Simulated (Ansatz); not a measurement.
Be (hcp, Mg type)

```yaml
crystal:
  lattice:
    - [4.52899, 0.00000, 0.00000]
    - [-1.13225, 1.96111, 0.00000]
    - [0.00000, 0.00000, 3.56090]
  atoms:
    - { symbol: Be, position: [0.16667, 0.66667, 0.75000] }
    - { symbol: Be, position: [0.66667, 0.66667, 0.75000] }
    - { symbol: Be, position: [0.33333, 0.33333, 0.25000] }
    - { symbol: Be, position: [0.83333, 0.33333, 0.25000] }
```

The atoms are displaced by Q × the pattern below (from a DFPT mode at M = (0.5, 0.0, 0.0), largest move 1; Q in Å), at fixed cell. (q is in reciprocal vectors of the primitive cell; the cell shown is doubled to hold the pattern.)

```tsv
atom	x	y	z
Be1	0.500	-0.866	0.000
Be2	-0.500	0.866	0.000
Be3	0.500	-0.866	0.000
Be4	-0.500	0.866	0.000
```

Computed with PBE (plane waves to 420 eV, PAW, scalar-relativistic; Ansatz, a quantum-chemistry and plane-wave program). k mesh 23×23×13 (Γ-centred), Fermi-Dirac smearing 0.05 eV. E stands for the smeared free energy. With partly filled bands, energies and forces of such displacements shift with the k mesh and the smearing. Be was relaxed with its symmetry unable to fall. The PAW data are Ansatz's earlier set. The zero of ΔE is the undisplaced structure. The last digit holds for this mesh only.

```csv
Q (Å),ΔE (meV/cell)
-0.180,331.1
-0.150,withheld
-0.120,152.2
-0.090,86.6
-0.060,38.8
-0.030,9.7
0.000,0.0
0.030,9.7
0.060,38.8
0.090,86.6
0.120,152.2
0.150,withheld
0.180,331.1
```

Question: Fit an even polynomial form (powers 2, 4) to the given rows and predict ΔE at Q = 0.150.

Answer: Least squares on the 11 given rows: ΔE = (10850)·Q² + (-19430)·Q⁴, in meV/cell with Q in Å; root-mean-square residual 0.03 meV/cell. At 0.150 the fit gives 234.3 meV/cell; the calculation gives 234.3 meV/cell, the same to the digits shown. The quadratic term alone would give 244.1 meV/cell.

(For displaced atoms, the force is minus the slope of the energy, and its curvature is a force constant, which sets phonon frequencies.)
